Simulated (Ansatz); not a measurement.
Calculation for HBr: DFT, PBEsol, PAW with Ansatz's default frozen-core files, scalar-relativistic (Ansatz 0.2.0). This run: cell and atoms relaxed.

The cell is entry 1010386 of the Crystallography Open Database, unrelaxed.

Command: `ansatz run input.yaml --threads 1 --pin off --max-ram 2048MiB --backend cpu --events-out ev --progress --plain --runs-dir out` It took 56 s on 1 thread of Intel(R) Xeon(R) Platinum 8259CL CPU @ 2.50GHz (Skylake/Cascade Lake) (shared host), peak memory 0.44 GiB.

```yaml
crystal:
  lattice:
    - [0.0, 2.82, 3.0315]
    - [2.7775, 0.0, 3.0315]
    - [2.7775, 2.82, 0.0]
  atoms:
    - { symbol: H, position: [0.0, 0.0, 0.0] }
    - { symbol: Br, position: [0.5, 0.5, 0.5] }
kpoints:
  mp_grid: { grid: [9, 9, 9] }
scf:
  occupations: { method: fermi_dirac, width: 0.02 }
hamiltonian:
  xc: pbesol
  pseudopotentials: { kind: paw }
output:
  forces: true
  stress: true
relax:
  f_tol: 0.005
  max_steps: 50
  cell: {}
```

Output:

```
Engine: ansatz 0.2.0
Pseudopotentials: kind: paw
Pseudopotential: H, paw, valence charge 1, recommended cutoff 420 eV (normal), H.paw.azcp
Pseudopotential: Br, paw, valence charge 7, recommended cutoff 420 eV (normal), Br.paw.azcp
Functional definition: PBEsol
  exchange = pbesol_x
  correlation = pbesol_c
Crystal: 2 atoms, lattice volume = 47.489 Å³
Basis set: ecut = 420 eV, 927 PW (Γ), exchange–correlation on 60×60×54 points (8 copies of the dense FFT grid, shifted against one another)
Bands: 8, of which v1, the nominal top of the filled ones, is band 4 counted from 1 (3 counted from 0)
Symmetry: 8 space group operations
Space group: Fmmm (ITA 69), of the structure as read, at distance tolerance 3.6e-5 Å
k-points: 125 of 729
Non-local potential: H, projectors of the file, l = 0: 2, l = 1: 1
Non-local potential: Br, projectors of the file, l = 0: 2, l = 1: 2, l = 2: 2
PAW form: soft (Blöchl's): semilocal exchange-correlation on the pseudo side does not see the compensation charge
PAW frozen core: Br, regenerated for the run's functional, and the local potential with it (the file was generated under x = pbe(κ = 0.804, μ = 0.2195149727645171), c = pbe(β = 0.06672455060314922))
PAW one-centre angular grid: H, 110 points (default); XC on 64 Gauss nodes
PAW one-centre angular grid: Br, 110 points (default); XC on 64 Gauss nodes
Initial density: superposition of atomic densities (neutral atoms: chi_scale 0, normalization atom), corrected by the library's trained network
Initial wavefunctions: pseudopotential atomic-orbital guess
Functional: x = pbesol(κ = 0.804, μ = 0.12345679012345678), c = pbesol(β = 0.046)
SCF iter   1: F=—  HF=-2749.791636 eV  |F-HF|=—  |Δ(HF+E_count)|=         —  Δρ=8.46e-3  dr2=4.75e-2  ethr=1.77e-3  ⟨swp⟩=8.0  Hψ=8401  notcnv=0
preconditioner: auto → none  [insulator: Δε(μ)=0.056 eV  Ē_g=11.933 eV  σ=0.020 eV  W_gap=0.54  n_scr=8 (ndim 8)  ℏωp=15.2 eV  f_vac=0.000  D(μ)=0.75/eV (n_scr^D=0)  ε∞_Penn≈2.6]
SCF iter   2: F=—  HF=-2749.787142 eV  |F-HF|=—  |Δ(HF+E_count)|=   4.49e-3  Δρ=3.30e-3  dr2=4.47e-3  ethr=5.94e-4  ⟨swp⟩=1.0  Hψ=2000  notcnv=0
SCF iter   3: F=—  HF=-2749.787445 eV  |F-HF|=—  |Δ(HF+E_count)|=   3.04e-4  Δρ=1.14e-3  dr2=5.56e-4  ethr=5.59e-5  ⟨swp⟩=2.0  Hψ=1452  notcnv=0
SCF iter   4: F=—  HF=-2749.787523 eV  |F-HF|=—  |Δ(HF+E_count)|=   7.78e-5  Δρ=2.86e-4  dr2=3.37e-5  ethr=6.95e-6  ⟨swp⟩=1.4  Hψ=1047  notcnv=0
SCF iter   5: F=—  HF=-2749.787538 eV  |F-HF|=—  |Δ(HF+E_count)|=   1.49e-5  Δρ=4.09e-5  dr2=7.34e-7  ethr=4.22e-7  ⟨swp⟩=2.5  Hψ=1415  notcnv=0
SCF iter   6: F=-2749.787538 eV  HF=-2749.787538 eV  |F-HF|=2.20e-8  |Δ(HF+E_count)|=   8.27e-8  Δρ=1.06e-5  dr2=4.81e-8  ethr=1.25e-9  ⟨swp⟩=5.1  Hψ=3535  notcnv=0
SCF 1 converged in 6 iterations: F = -2749.787538 eV  dr2 = 4.81e-8
  greatest PAW one-centre occupation: 0.923 electrons in one spin orbital (limit 2), on the Br atom at site 1 (counted from 0), in its partial waves of l = 0
relax step   1: F+E_penalty+E_count = -2749.78753788 eV  Δ(F+E_penalty+E_count) = +0.000e0 eV  max|allowed force component| = 7.827e-31 eV/Å  Δτ_max = 0.0000 Å  P = -8.475 GPa  Ω = 47.489 Å³  (6 SCF iters, dr2 threshold 1.00e-7 eV, accepted)
Crystal: 2 atoms, lattice volume = 42.172 Å³
Basis set: ecut = 420 eV, 817 PW (Γ), exchange–correlation on 60×60×54 points (8 copies of the dense FFT grid, shifted against one another)
Initial density: handed on by an earlier stage of this run
Initial wavefunctions: those handed on with the density
iter 1 solved again at ethr=2.14e-5 eV; its pass at ethr=3.10e-3 eV (dr2=1.72e-3 eV) is discarded
SCF iter   1: F=—  HF=-2750.102223 eV  |F-HF|=—  |Δ(HF+E_count)|=         —  Δρ=2.10e-3  dr2=1.27e-3  ethr=2.14e-5  ⟨swp⟩=3.1  Hψ=11429  notcnv=0
preconditioner: auto → none  [metal: Δε(μ)=0.013 eV  Ē_g=12.343 eV  σ=0.020 eV  W_gap=0.16  n_scr=8 (ndim 8)  ℏωp=16.2 eV  f_vac=0.000  D(μ)=1.19/eV (n_scr^D=10)]
SCF iter   2: F=—  HF=-2750.101984 eV  |F-HF|=—  |Δ(HF+E_count)|=   2.39e-4  Δρ=6.51e-4  dr2=1.15e-4  ethr=1.59e-5  ⟨swp⟩=1.3  Hψ=1118  notcnv=0
SCF iter   3: F=—  HF=-2750.102019 eV  |F-HF|=—  |Δ(HF+E_count)|=   3.51e-5  Δρ=1.82e-4  dr2=9.47e-6  ethr=1.43e-6  ⟨swp⟩=2.3  Hψ=1414  notcnv=0
SCF iter   4: F=—  HF=-2750.102025 eV  |F-HF|=—  |Δ(HF+E_count)|=   5.85e-6  Δρ=4.49e-5  dr2=7.23e-7  ethr=1.18e-7  ⟨swp⟩=2.5  Hψ=1438  notcnv=0
iter 5 did not close the SCF: its close was put off for the readings that it lacked (scf_convergence_deferred on its scf_iter line)
SCF iter   5: F=-2750.102025 eV  HF=-2750.102025 eV  |F-HF|=8.50e-9  |Δ(HF+E_count)|=   2.01e-7  Δρ=7.62e-6  dr2=1.55e-8  ethr=9.04e-9  ⟨swp⟩=1.7  Hψ=1225  notcnv=0
SCF iter   6: F=-2750.102025 eV  HF=-2750.102025 eV  |F-HF|=1.90e-9  |Δ(HF+E_count)|=   1.65e-8  Δρ=3.26e-6  dr2=3.21e-9  ethr=1.94e-10  ⟨swp⟩=2.9  Hψ=3713  notcnv=0
SCF 2 converged in 6 iterations: F = -2750.102025 eV  dr2 = 3.21e-9
relax step   2: F+E_penalty+E_count = -2750.10202488 eV  Δ(F+E_penalty+E_count) = -3.145e-1 eV  max|allowed force component| = 5.029e-30 eV/Å  Δτ_max = 0.0000 Å  P = -8.819 GPa  Ω = 42.172 Å³  energy of the carried Pulay correction = +9.889e-4 eV  (6 SCF iters, dr2 threshold 2.00e-7 eV, accepted)
Crystal: 2 atoms, lattice volume = 37.821 Å³
Basis set: ecut = 420 eV, 757 PW (Γ), exchange–correlation on 60×60×54 points (8 copies of the dense FFT grid, shifted against one another)
iter 1 solved again at ethr=3.40e-5 eV; its pass at ethr=3.10e-3 eV (dr2=2.72e-3 eV) is discarded
SCF iter   1: F=—  HF=-2750.383579 eV  |F-HF|=—  |Δ(HF+E_count)|=         —  Δρ=3.01e-3  dr2=2.27e-3  ethr=3.40e-5  ⟨swp⟩=2.3  Hψ=11037  notcnv=0
preconditioner: auto → none  [metal: Δε(μ)=0.041 eV  Ē_g=12.796 eV  σ=0.020 eV  W_gap=0.47  n_scr=8 (ndim 8)  ℏωp=17.1 eV  f_vac=0.000  D(μ)=1.15/eV (n_scr^D=10)]
SCF iter   2: F=—  HF=-2750.382995 eV  |F-HF|=—  |Δ(HF+E_count)|=   5.84e-4  Δρ=9.03e-4  dr2=2.01e-4  ethr=2.84e-5  ⟨swp⟩=2.0  Hψ=1316  notcnv=0
SCF iter   3: F=—  HF=-2750.382991 eV  |F-HF|=—  |Δ(HF+E_count)|=   4.68e-6  Δρ=1.26e-4  dr2=5.05e-6  ethr=2.52e-6  ⟨swp⟩=2.3  Hψ=1484  notcnv=0
SCF iter   4: F=—  HF=-2750.382993 eV  |F-HF|=—  |Δ(HF+E_count)|=   2.20e-6  Δρ=3.09e-5  dr2=2.69e-7  ethr=6.32e-8  ⟨swp⟩=2.2  Hψ=1508  notcnv=0
[... lines left out ...]
SCF iter   5: F=-2752.032370 eV  HF=-2752.032370 eV  |F-HF|=1.23e-11  |Δ(HF+E_count)|=   1.51e-9  Δρ=1.74e-7  dr2=6.41e-12  ethr=1.00e-12  ⟨swp⟩=5.8  Hψ=5175  notcnv=0
SCF 24 converged in 5 iterations: F = -2752.032370 eV  dr2 = 6.41e-12
relax step  24: F+E_penalty+E_count = -2752.03236987 eV  Δ(F+E_penalty+E_count) = +9.374e-5 eV  max|allowed force component| = 3.944e-31 eV/Å  Δτ_max = 0.0000 Å  P = +0.002 GPa  Ω = 49.690 Å³  energy of the carried Pulay correction = -3.693e-4 eV  (5 SCF iters, accepted)
Basis set: ecut = 420 eV, 965 PW (Γ), exchange–correlation on 80×60×60 points (8 copies of the dense FFT grid, shifted against one another)
iter 1 solved again at ethr=4.59e-6 eV; its pass at ethr=3.10e-3 eV (dr2=3.67e-4 eV) is discarded
SCF iter   1: F=—  HF=-2752.032550 eV  |F-HF|=—  |Δ(HF+E_count)|=         —  Δρ=8.13e-5  dr2=1.64e-7  ethr=4.59e-6  ⟨swp⟩=2.8  Hψ=12224  notcnv=0
eigensolver tolerance schedule: the retry pair's looser diagonalisation over-reported the residual by 2240.20 of it (diagonalisation noise at an unbounded share of the residual, at the tolerance the schedule requests for it); recorded, not acted on — ethr = c·dr2/N_el stays at c = 1.0e-1
preconditioner: auto → none  [insulator: Δε(μ)=1.443 eV  Ē_g=13.897 eV  σ=0.020 eV  W_gap=1.00  n_scr=4 (ndim 8)  ℏωp=14.9 eV  f_vac=0.119  D(μ)=0.00/eV (n_scr^D=0)  ε∞_Penn≈2.1]
SCF iter   2: F=—  HF=-2752.032696 eV  |F-HF|=—  |Δ(HF+E_count)|=   1.46e-4  Δρ=4.03e-5  dr2=3.60e-8  ethr=2.05e-9  ⟨swp⟩=3.4  Hψ=1922  notcnv=0
SCF iter   3: F=—  HF=-2752.032743 eV  |F-HF|=—  |Δ(HF+E_count)|=   4.64e-5  Δρ=8.43e-6  dr2=1.91e-9  ethr=4.50e-10  ⟨swp⟩=2.0  Hψ=1444  notcnv=0
SCF iter   4: F=—  HF=-2752.032745 eV  |F-HF|=—  |Δ(HF+E_count)|=   2.06e-6  Δρ=1.00e-6  dr2=1.52e-10  ethr=2.39e-11  ⟨swp⟩=2.0  Hψ=1455  notcnv=0
SCF iter   5: F=-2752.032745 eV  HF=-2752.032745 eV  |F-HF|=9.19e-11  |Δ(HF+E_count)|=   9.56e-9  Δρ=2.36e-7  dr2=1.17e-11  ethr=1.00e-12  ⟨swp⟩=7.0  Hψ=4158  notcnv=0
SCF 25 converged in 5 iterations: F = -2752.032745 eV  dr2 = 1.17e-11
relax step  25: F+E_penalty+E_count = -2752.03274472 eV  Δ(F+E_penalty+E_count) = -3.748e-4 eV  max|allowed force component| = 1.972e-31 eV/Å  Δτ_max = 0.0000 Å  P = +0.002 GPa  Ω = 49.690 Å³  stress off target by 5.22e-3 GPa  SCF on the basis re-selected at this cell (its energy is not comparable with the rows above)  (5 SCF iters)
basis re-selected at this cell: Δ(F+E_penalty+E_count) = -3.748e-4 eV, ΔP = -0.000 GPa vs the last step (what re-selecting the basis moved, of the pressure what is left beyond the Pulay correction that the steps carried, after the strain that the cell walked since its last selection, with what the two solves' SCF thresholds leave and, on support functions, any second-order correction that the steps lacked; it is no measure of the basis error at this ecutwfc). The dense FFT grid was sized anew with the basis: this SCF ran on 40×30×30 points, the steps before it on 36×30×30, so part of this shift can come from that change (see relax.cell in the input reference). This SCF's stress stands 5.22e-3 GPa from its target on what of the cell is left free (relax.cell.stress_tol is 5.00e-2 GPa) and its largest allowed force component is 1.97e-31 eV/Å (relax.f_tol is 5.00e-3 eV/Å): within both
SCF converged after 5 iterations
Free energy (F): -2752.032745 eV
Harris-Foulkes:  -2752.032745 eV  (|F-HF|=9.19e-11)
Internal energy: -2752.032745 eV  (E = F + TS)
E sigma→0 (E₀):  -2752.032745 eV
Fermi energy:    -0.639819 eV
--- Per-component energies (eV) ---
  E_band       = -49.209827
  E_kinetic    = 144.932877
  E_local      = -311.369953  (includes V_loc(G=0)·N_el)
  E_nonlocal   = 71.857820
  E_hartree    = 85.713174
  E_xc         = -269.388984
  E_vxc        = -114.003994  (∫ρ·V_xc dr)
  E_paw        = -2203.161275  (= ΣΔE_a)
  E_vpaw       = -12.052043  (= ΣTr[D̂ρ^β])
  E_aug_tail   = -0.000879  (compensation charges beyond the density's cutoff)
  E_ewald      = -270.707793
  E_core_change = 0.092270  (= ΣΔE_core)
  E_smearing   = -0.000000  (= −TS)
  E_closure    = 0.000000  (closes the sum)
  Σ components = -2752.032745   (vs F -2752.032745, Δ=0.00e0)
--- Forces (eV/Å), atoms counted from 1 ---
  atom   1  H      0.00000000     0.00000000    -0.00000000
  atom   2  Br     0.00000000     0.00000000     0.00000000
  max |Σ_I F_I| component: 3.94e-31 eV/Å
--- Stress (GPa, compression-positive) ---
       -0.003673       0.000000      -0.000000
        0.000000       0.005217      -0.000000
       -0.000000      -0.000000       0.004255
  P = ⅓ Tr σ = 0.0019 GPa (0.019 kbar)
--- Relaxed structure (22 steps of the walk, 22 accepted, 3 SCFs on fresh bases) ---
  F+E_penalty+E_count = -2752.03274472 eV   max|allowed force component| = 1.972e-31 eV/Å   (the final SCF, on the basis selected at the relaxed cell)
  cell:  # Å, volume = 49.6904 Å³
    - [2.1245762655744015e-17, 3.8549733965487323, 3.856014485091074]
    - [1.6714071272037154, -6.449040194092307e-32, 3.856014485091074]
    - [1.6714071272037154, 3.8549733965487323, 1.9465645976028167e-17]
  atoms:
    - { symbol: H, position: [-6.043654938628961e-35, 2.224994748327533e-35, 5.738318196792957e-35] }
    - { symbol: Br, position: [0.5, 0.5, 0.5] }
```

Next run, as changes to the input before:

```diff
   lattice:
-    - [0.0, 2.82, 3.0315]
-    - [2.7775, 0.0, 3.0315]
-    - [2.7775, 2.82, 0.0]
+    - [0.0, 3.8549733966, 3.8560144851]
+    - [1.6714071272, 0.0, 3.8560144851]
+    - [1.6714071272, 3.8549733966, 0.0]
   atoms:
   stress: true
-relax:
-  f_tol: 0.005
-  max_steps: 50
-  cell: {}
+  eigenvalues: true
+  efg: { contact_densities: true }
+  populations: true
```

Command: `ansatz run input.yaml --threads 1 --pin off --max-ram 2048MiB --backend cpu --events-out ev --progress --plain --runs-dir out` It took 4.9 s on 1 thread of Intel(R) Xeon(R) Platinum 8259CL CPU @ 2.50GHz (Skylake/Cascade Lake), on a shared host, peak memory 0.43 GiB.

Results part of the output:

```
SCF 1 converged in 6 iterations: F = -2752.032745 eV  dr2 = 5.86e-10
  greatest PAW one-centre occupation: 0.908 electrons in one spin orbital (limit 2), on the Br atom at site 1 (counted from 0), in its partial waves of l = 0
SCF converged after 6 iterations
Free energy (F): -2752.032745 eV
Harris-Foulkes:  -2752.032745 eV  (|F-HF|=2.78e-10)
Internal energy: -2752.032745 eV  (E = F + TS)
E sigma→0 (E₀):  -2752.032745 eV
Fermi energy:    -0.639843 eV
--- Per-component energies (eV) ---
  E_band       = -49.210022
  E_kinetic    = 144.933042
  E_local      = -311.370288  (includes V_loc(G=0)·N_el)
  E_nonlocal   = 71.857911
  E_hartree    = 85.713325
  E_xc         = -269.389055
  E_vxc        = -114.004072  (∫ρ·V_xc dr)
  E_paw        = -2203.161277  (= ΣΔE_a)
  E_vpaw       = -12.052049  (= ΣTr[D̂ρ^β])
  E_aug_tail   = -0.000879  (compensation charges beyond the density's cutoff)
  E_ewald      = -270.707793
  E_core_change = 0.092270  (= ΣΔE_core)
  E_smearing   = -0.000000  (= −TS)
  E_closure    = 0.000000  (closes the sum)
  Σ components = -2752.032745   (vs F -2752.032745, Δ=0.00e0)
--- Forces (eV/Å), atoms counted from 1 ---
  atom   1  H      0.00000000     0.00000000     0.00000000
  atom   2  Br     0.00000000     0.00000000     0.00000000
  max |Σ_I F_I| component: 6.31e-30 eV/Å
--- Stress (GPa, compression-positive) ---
       -0.003810       0.000000       0.000000
        0.000000       0.005205       0.000000
        0.000000       0.000000       0.004242
  P = ⅓ Tr σ = 0.0019 GPa (0.019 kbar)
--- PAW observables at the nuclei: V_zz in 10²¹ V/m², potentials from the cell's mean, atoms counted from 1 ---
  atom   1  H  V_zz =    +1.060372   η = 0.0000   by run symmetry: allowed
            electrostatic potential = -30.913346 V   contact ρ = 2.079866 e/Å³
  atom   2  Br V_zz =   +68.532513   η = 0.0000   by run symmetry: allowed
            electrostatic potential = -4901.459047 V   contact ρ = 292709.324664 e/Å³
--- Band table (eV; the first three rows and the last of 125) ---
  k-point 0: bands = ["-15.6425", "-1.6997", "-1.6824", "-1.6812", "0.3265", "4.5746", "8.1705", "13.7098"]
  k-point 1: bands = ["-15.5204", "-3.4586", "-1.6893", "-1.6688", "2.3721", "4.9050", "8.3933", "11.4333"]
  k-point 2: bands = ["-15.1773", "-5.5945", "-1.6867", "-1.6288", "5.1917", "5.9170", "8.5598", "9.6860"]
  k-point 124: bands = ["-15.4082", "-3.5587", "-3.0189", "-1.5386", "2.2665", "7.4800", "8.4903", "11.0914"]
--- Löwdin populations: 2 sites ---
  site symbol       q [e]
     0      H      0.8373
     1     Br      7.1016
  spilling = 0.007639 (of n_electrons = 8.000000)
```

The PAW files were made under PBE.
